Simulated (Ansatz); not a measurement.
## Zone-centre phonons of ZnNi at 25 GPa: input and output

Level of theory: DFT LDA, scalar-relativistic, plane waves, PAW (Ansatz 0.2.0).

Launched with:
```bash
ansatz run input.yaml --threads 1 --pin off --max-ram 3072MiB --backend cpu --events-out ev --progress --plain --runs-dir out
```

Input (bare energies are in eV):
```yaml
crystal:
  lattice:
    - [2.5463919368, 0.0, 0.0]
    - [0.0, 2.5463919368, 0.0]
    - [0.0, 0.0, 3.0801402032]
  atoms:
    - { symbol: Zn, position: [0.5, 0.5, 0.5] }
    - { symbol: Ni, position: [0.0, 0.0, 0.0] }
basis:
  ecutwfc: 420
kpoints:
  mp_grid: { grid: [16, 16, 14] }
hamiltonian:
  xc: lda
scf:
  occupations: { method: fermi_dirac, width: 0.15 }
output:
  eigenvalues: true
phonons:
  method: dfpt
  eigenvectors: true
```

The end of the output:
```
--- Phonons (Γ-DFPT): 4 representative perturbations + reference, on 648 of 3584 k-points (Σ response iterations 15) ---
  k mesh reduced under 8 symmetry operations, with k and −k counted as one. Each operation leaves every solved displacement unchanged or reverses it
  ASR residual: 8.332e-4 → 0.000e0 eV/Å²; symmetrization residual: 4.630e-6 eV/Å²
  ASR residual per site (eV/Å²): 2.55e-5 8.33e-4
  Γ frequencies (cm⁻¹): 0.00 0.00 0.00 280.24 280.24 341.56
  non-analytic LO–TO correction: not included (Born effective charges unavailable; polar crystals: no LO–TO splitting at Γ)
```

The run took 100 s on 1 thread of Arm Neoverse V2, with other jobs on the host, peak memory 1.1 GiB.

In a metal, frequencies and elastic constants depend on the k mesh and the smearing, soft modes and shear constants most. Spin polarisation was left out, and a magnetic state may lie lower. Other phases may be more stable at this pressure.